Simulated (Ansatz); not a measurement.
HfO2 (fluorite)

```
CELL_PARAMETERS angstrom
      0.00000     2.54906     2.54906
      2.54906     0.00000     2.54906
      2.54906     2.54906     0.00000
ATOMIC_POSITIONS crystal
  Hf 0.00000 0.00000 0.00000
  O  0.25000 0.25000 0.25000
  O  0.75000 0.75000 0.75000
```

The slice is a {100} plane (indices of the conventional cell) through the point (0.250, 0.250, 0.250) (fractional), spanned by u = [100] and v = [0 1 -1] in vectors of this cell: u (3.60 Å) and v (3.60 Å, at 90° to u). It covers one period; positions are fractions (u, v).

Computed with PBE (plane waves to 420 eV, PAW, scalar-relativistic; Ansatz, a quantum-chemistry and plane-wave program). k mesh 11×11×11. Inside the PAW spheres the values are not all-electron values, and peaks at nuclei hang on which shells count as valence. HfO2 is run without spin polarisation. HfO2 was relaxed with its symmetry unable to fall. Spin-orbit coupling is left out, though Hf is heavy. The PAW data are Ansatz's earlier set. This is a high-temperature form of HfO2.

Question: Sketch the electron localisation function (ELF) on this plane as a map.

Answer: 
```
|xxxxxx99999977441100000000000000114477999999xxxx|
|xxxx999999886633110000000000000011336688999999xx|
|999999999977442200000000000000000022447799999999|
|999999997755221100001111111111000011225588999999|
|999988775522110011223344444433221100112255778899|
|777766442211001122446677777766442211001122446677|
|444433221100112255778899999988775522110011223344|
|111111000011225577999999999999998855221100001111|
|000000000022447799999999999999999977442200000000|
|0000000011336688999999xxxxxx99999988663311000000|
|00000000114477999999xxxxxxxxxx999999774411000000|
|00000000114477999999xxxxxxxxxx999999774411000000|
|00000000114477999999xxxxxxxxxx999999774411000000|
|0000000011336688999999xxxxxx99999988663311000000|
|000000000022447799999999999999999977442200000000|
|111111000011225577999999999999998855221100001111|
|444433221100112255778899999988775522110011223344|
|777766442211001122446677777766442211001122446677|
|999988775522110011223344444433221100112255778899|
|999999997755221100001111111111000011225588999999|
|999999999977442200000000000000000022447799999999|
|xxxx999999886633110000000000000011336688999999xx|
|xxxxxx99999977441100000000000000114477999999xxxx|
|xxxxxx99999977441100000000000000114477999999xxxx|
```
Scale: ten equal steps from 0.03 (start of '0') to 0.82 (end of '9'), in the order '0123456789'. Values: electron localisation function (ELF). The map has 24 points along u (two characters each, u = 0 at the left) and 24 along v (v = 0 in the bottom row). Points within 0.4 Å of a nucleus are blanked (x), as the pseudised field means little there.
